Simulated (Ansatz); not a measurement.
Here is the system:

Rh (bcc (W type), Im-3m), a = 3.044 Å, b = 3.044 Å, c = 3.044 Å, α = 90.00°, β = 90.00°, γ = 90.00°; the cell used has 1 atom.

This is the r²SCAN-relaxed structure.

### Question
All from plane-wave PAW r²SCAN (Ansatz code), unless another level is named. Give the bulk modulus (Birch–Murnaghan fit).

### Answer
256 GPa.

### Question
Next, the elastic constants (relaxed ions, GPa)?

### Answer
C11 = 51.5, C12 = 359, C44 = 157.

The start of the workflow was typed in or built on a structure type; the Crystallography Open Database copy checked does not list it. It is not the phase usual at ambient conditions (space group No. 225). The r²SCAN relaxation kept the symmetry of its start. At this level the phase is mechanically unstable. No spin polarisation was allowed. As this level gives no gap, shear constants depend on the k-mesh and smearing (Fermi–Dirac, 0.1 eV here). On the denser mesh and wider smearing of the elastic run this cell carries a stress of 0.4 GPa.

Potentials: the later of the program's two PAW sets.
